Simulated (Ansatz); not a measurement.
TiW:
Space group Cmmm (No. 65); a = 3.139 Å, b = 4.506 Å, c = 4.419 Å, α = 90.00°, β = 90.00°, γ = 90.00°

```json
[
 {"atom": "Ti", "site": "2a", "symmetry": "mmm", "x": "0.0000", "y": "0.0000", "z": "0.0000"},
 {"atom": "W", "site": "2c", "symmetry": "mmm", "x": "0.0000", "y": "0.5000", "z": "0.5000"}
]
```
(The calculation used a cell of 2 atoms; values per cell refer to that cell.)

Relaxed at zero pressure with plane-wave PAW PBEsol (Ansatz code).

Question: The volume is raised by 6 % and shape and atoms relax at that volume. What pressure results, and how do the axes share the change?

Answer: -10.8 GPa; a 2.0 %, b 1.5 %, c 2.4 %; the energy rises by 33 meV/atom.

Question: Give the new structure.

Answer: 
Space group Cmmm (No. 65); a = 3.2027 Å, b = 4.5721 Å, c = 4.5256 Å, α = 90.00°, β = 90.00°, γ = 90.00°

```json
[
 {"atom": "Ti", "site": "2a", "symmetry": "mmm", "x": "0.0000", "y": "0.0000", "z": "0.0000"},
 {"atom": "W", "site": "2c", "symmetry": "mmm", "x": "0.0000", "y": "0.5000", "z": "0.5000"}
]
```

The phase is kept; no other phase was compared at this pressure.

The first step of the workflow began from a Materials Project structure, measured or hypothetical; the Crystallography Open Database copy checked does not list it. With Ti and W taken as one species the cell has the higher symmetry Im-3m, so it may be an ordered model of a mixed-site phase. Its standing as an ambient phase is unchecked. Symmetry was held in the PBEsol relaxation; whether a distortion lowers the energy is not shown. The run is not spin-polarised. Axis ratios of metals converge slowly with the k-mesh, so a and c are less sure than the volume. Scalar-relativistic: spin–orbit coupling is off unless named, which matters more the heavier the elements.

Potentials: the later of the program's two PAW sets.
